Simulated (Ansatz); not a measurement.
Relaxed-ion elastic tensor of PbSe (rock salt, Fm-3m) in GPa (Voigt order), plane-wave PAW r²SCAN+D4 (Ansatz code); density 8.16 g/cm³, 29.11 Å³ per atom.

|  | 1 | 2 | 3 | 4 | 5 | 6 |
|---|---|---|---|---|---|---|
| 1 | 91.8 | 26.8 | 41.1 | 0.0 | 20.2 | 0.0 |
| 2 | 26.8 | 91.4 | 40.9 | 0.0 | -20.0 | 0.0 |
| 3 | 41.1 | 40.9 | 77.4 | 0.0 | 0.2 | 0.0 |
| 4 | 0.0 | 0.0 | 0.0 | 46.4 | 0.0 | -20.0 |
| 5 | 20.2 | -20.0 | 0.2 | 0.0 | 46.6 | 0.0 |
| 6 | 0.0 | 0.0 | 0.0 | -20.0 | 0.0 | 32.3 |

Question: Is the crystal mechanically stable?

Answer: Yes: the smallest eigenvalue of C is 18.2 GPa.

Question: Work out the Voigt, Reuss and Hill averages.

Answer: K_V = 53.1, K_R = 53.1, K_H = 53.1; G_V = 35.2, G_R = 25.3, G_H = 30.2 GPa.

Question: Give Young's modulus, Poisson's ratio, Pugh's ratio and the universal anisotropy index.

Answer: E = 9KG/(3K + G) = 76.2 GPa; ν = 0.26; K/G = 1.76 (near the Pugh limit of 1.75, no verdict); A_U = 5G_V/G_R + K_V/K_R − 6 = 1.96.

Question: Estimate the sound speeds and the Debye temperature.

Answer: v_l = √((K + 4G/3)/ρ) = 3380 m/s, v_t = √(G/ρ) = 1920 m/s, mean 2140 m/s; Θ = (h/k)(3n/4πV)^(1/3) v_m = 207 K.

The r²SCAN+D4 relaxation kept the symmetry of its start; of distortions, only those at the zone centre were tested. Spin–orbit coupling is left out wherever it is not named.

Potentials: the later of the program's two PAW sets.
